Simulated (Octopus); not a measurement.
WSi₂ (I4/mmm, No. 139):
```
WSi2
1.0
   -1.60736     1.60736     3.90103
    1.60736    -1.60736     3.90103
    1.60736     1.60736    -3.90103
Si W
2 1
Cartesian
  0.00000   0.00000   2.61361
  1.60736   1.60737   1.28742
  0.00000   0.00000   0.00000
```
The cell is a database entry, not relaxed again.

All numbers are Octopus results at the level LDA (grid spacing about 0.17 Å, Γ-centred 12×12×12 k-mesh, Fermi-Dirac smearing of 0.1 eV, no spin polarisation; PseudoDojo 0.4 LDA potentials), not measurements. Spin-orbit coupling is left out.

Energies in eV against the Fermi level; 22 electrons a cell outside the pseudopotentials' cores.

```
k-point (reduced)          band 7  band 8  band 9  band 10  band 11  band 12  band 13  band 14
-------------------------  ------  ------  ------  -------  -------  -------  -------  -------
Γ (0.000, 0.000, 0.000)     -3.66   -3.34   -2.84    -2.84      ___     2.73     3.07     3.07
X (0.000, 0.000, 0.500)     -5.92   -5.47   -4.99    -3.21      ___     2.87     2.89     3.07
P (0.250, 0.250, 0.250)     -6.52   -6.52   -2.96    -2.37    -2.37     0.09     2.89     3.54
N (0.000, 0.500, 0.000)     -5.72   -4.78   -2.82    -2.75      ___     2.63     2.80     3.99
M (0.500, 0.500, -0.500)    -3.85   -2.57   -0.82    -0.82    -0.50    -0.50     0.76     4.57
S (0.292, 0.708, -0.292)    -7.74   -3.05   -2.72    -2.40    -0.33     1.81     2.50     3.57
S0 (-0.292, 0.292, 0.292)   -7.74   -3.05   -2.72    -2.40    -0.33     1.81     2.50     3.57
R (-0.085, 0.085, 0.500)    -5.81   -5.10   -4.04    -3.07    -2.28     2.03     2.10     3.00
G (0.500, 0.500, -0.085)    -5.81   -5.10   -4.04    -3.07    -2.28     2.03     2.10     3.00
```

Q: Some entries are withheld; supply them.

A: 
- Γ (0.000, 0.000, 0.000), band 11: 0.58
- N (0.000, 0.500, 0.000), band 11: -0.44
- X (0.000, 0.000, 0.500), band 11: -1.69
